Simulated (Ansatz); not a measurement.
ZrTa:
```cif
data_TaZr
_chemical_formula_sum 'Ta1 Zr1'
_space_group_name_H-M_alt 'P4/mmm'
_space_group_IT_number 123
_space_group_name_Hall '-P 4 2'
_cell_length_a 2.91769
_cell_length_b 2.91769
_cell_length_c 4.82706
_cell_angle_alpha 90.000
_cell_angle_beta 90.000
_cell_angle_gamma 90.000
loop_
_atom_site_label
_atom_site_type_symbol
_atom_site_symmetry_multiplicity
_atom_site_Wyckoff_symbol
_atom_site_fract_x
_atom_site_fract_y
_atom_site_fract_z
_atom_site_occupancy
Ta1 Ta 1 a 0.00000 0.00000 0.00000 1
Zr1 Zr 1 d 0.50000 0.50000 0.50000 1
```

Relaxed at zero pressure with the program Ansatz at the PBE level (PAW).

Q: The volume is lowered by 3 % and shape and atoms relax at that volume. What pressure results, and how do the axes share the change?

A: 4.0 GPa; a -1.5 %, b -1.5 %, c -0.1 %; the energy rises by 8 meV/atom.

Q: Give the new structure.

A: 
Space group P4/mmm (No. 123); a = 2.875 Å, b = 2.875 Å, c = 4.823 Å, α = 90.00°, β = 90.00°, γ = 90.00°

```csv
atom,site,symmetry,x,y,z
Ta,1a,4/mmm,0.0000,0.0000,0.0000
Zr,1d,4/mmm,0.5000,0.5000,0.5000
```

The phase is kept; no other phase was compared at this pressure.

The start of the workflow was typed in or built on a structure type; neither database checked (COD, Materials Project) lists it. Whether it is the stable phase at ambient conditions was not checked. The PBE relaxation kept the symmetry of its start; its stability against distortions is not shown here. No spin polarisation was allowed. Its formation energy is positive at this level, so the cell may be metastable or incomplete. Axis ratios of metals converge slowly with the k-mesh, so a and c are less sure than the volume. Scalar-relativistic: spin–orbit coupling is off unless named, which matters more the heavier the elements.

Potentials: the later of the program's two PAW sets.
